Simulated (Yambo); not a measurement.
Yambo run on CsHgF3 (cubic perovskite, space group Pm-3m, No. 221). The wavefunctions come from this Quantum ESPRESSO step (PBEsol, PseudoDojo standard norm-conserving files, scalar-relativistic):

```
&CONTROL
  calculation = 'nscf'
  pseudo_dir = './pseudo'
  outdir = './out'
/
&SYSTEM
  ibrav = 0
  nat = 5
  ntyp = 3
  ecutwfc = 84.0
  ecutrho = 336.0
  occupations = 'fixed'
  force_symmorphic = .true.
  nbnd = 148
/
&ELECTRONS
  conv_thr = 5e-09
  diago_full_acc = .true.
  diago_thr_init = 1e-08
/
ATOMIC_SPECIES
F 18.9984 F.upf
Cs 132.9055 Cs.upf
Hg 200.5920 Hg.upf
CELL_PARAMETERS angstrom
  4.595450000000   0.000000000000   0.000000000000
  0.000000000000   4.595450000000   0.000000000000
  0.000000000000   0.000000000000   4.595450000000
ATOMIC_POSITIONS crystal
F   0.000000000000   0.500000000000   0.500000000000
F   0.500000000000   0.000000000000   0.500000000000
F   0.500000000000   0.500000000000   0.000000000000
Cs   0.000000000000   0.000000000000   0.000000000000
Hg   0.500000000000   0.500000000000   0.500000000000
K_POINTS automatic
4 4 4 0 0 0
```

Yambo input:

```
rim_cut
gw0
dyson
el_el_corr
HF_and_locXC
ppa
em1d
RandQpts= 1000000
RandGvec= 1 Ry
EXXRLvcs= 84 Ry
VXCRLvcs= 336 Ry
Chimod= "HARTREE"
% BndsRnXp
 5 | 147 |
%
NGsBlkXp= 7 Ry
% LongDrXp
 1.0 | 1.0 | 1.0 |
%
PPAPntXp= 27.2114 eV
% GbndRnge
 1 | 147 |
%
GTermKind= "BG"
DysSolver= "n"
ExtendOut
% QPkrange
 1 | 1 | 25 | 26 |
 3 | 3 | 25 | 26 |
 6 | 6 | 25 | 26 |
 10 | 10 | 25 | 26 |
%
```

k points by index: 1 = Γ, 3 = X, 6 = M, 10 = R.

Resulting energies as the program prints them:

```
#    K-point    Band    Eo [eV]    E [eV]    E-Eo [eV]    Vxc [eV]    Vnlxc [eV]    Sc|Eo [eV]    Sc|E [eV]    dSc/dw|Eo [eV]    Re(Z)    Im(Z)
#
    1    25    -2.025621    -3.469676    -1.444055    -21.51275    -29.11988    5.725007    6.163073    -8.253177    0.767278    -0.002113
    1    26    0.545449    1.338692    0.793242    -13.31215    -9.167857    -3.207141    -3.351055    -4.936413    0.846445    -0.930953E-3
    3    25    -1.799006    -3.280798    -1.481792    -22.22289    -29.91417    5.773588    6.209487    -8.003703    0.772716    -0.001535
    3    26    3.134029    4.191352    1.057324    -18.32341    -14.45581    -2.575344    -2.810271    -6.045978    0.818206    -0.355488E-3
    6    25    -0.458784E-3    -0.977778    -0.977319    -24.72382    -30.33791    4.389427    4.636772    -6.885968    0.798048    -0.001207
    6    26    4.141666    5.388802    1.247136    -18.36296    -13.86321    -2.962282    -3.252613    -6.333852    0.811179    -0.002183
    10    25    0.000000    -0.983364    -0.983364    -24.72508    -30.36077    4.403379    4.652323    -6.887880    0.798003    -0.001205
    10    26    5.410869    6.928561    1.517692    -19.28258    -13.76303    -3.619691    -4.001859    -6.851186    0.798859    -0.002035
```
(The two width columns are left out.) Convergence of these settings isn't established.

Spin-orbit coupling is not included.

Geometry of the Materials Project entry, not relaxed at this level.
